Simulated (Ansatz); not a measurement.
The start is a relaxed K cell, doubled along one cell vector, shaken by Gaussian noise of σ = 0.08 Å a coordinate. Cell shape, volume and atoms are optimised at zero target pressure with r2SCAN (plane waves to 500 eV, PAW, scalar-relativistic; Ansatz, a program for electronic structure). The first steps use a coarse 8×4×8 k-mesh.

The start:
```yaml
crystal:
  lattice:
    - [0.00000, 3.37246, 3.37246]
    - [6.74492, 0.00000, 6.74492]
    - [3.37246, 3.37246, 0.00000]
  atoms:
    - { symbol: K, position: [0.96242, 0.00149, 0.01709] }
    - { symbol: K, position: [0.01341, 0.47942, 0.00493] }
```

Task: What is the largest force in the starting geometry, and on which atom (counted from 1)?

Result: 0.08 eV/Å, on K1, K2 (atoms numbered as listed).

Task: Is the parent structure recovered?

Result: It relaxes back to the parent, Fm-3m (No. 225).

Task: Is the relaxed structure metallic? Give its gap.

Result: No gap (metallic).

Final values are on a 12×12×12 k-mesh of the relaxed cell. No spin polarisation in the result.

The run could not lose the symmetry of its start.

The relaxed structure has the type that K is known to take under pressure; here it was relaxed at zero pressure, from a generated start.
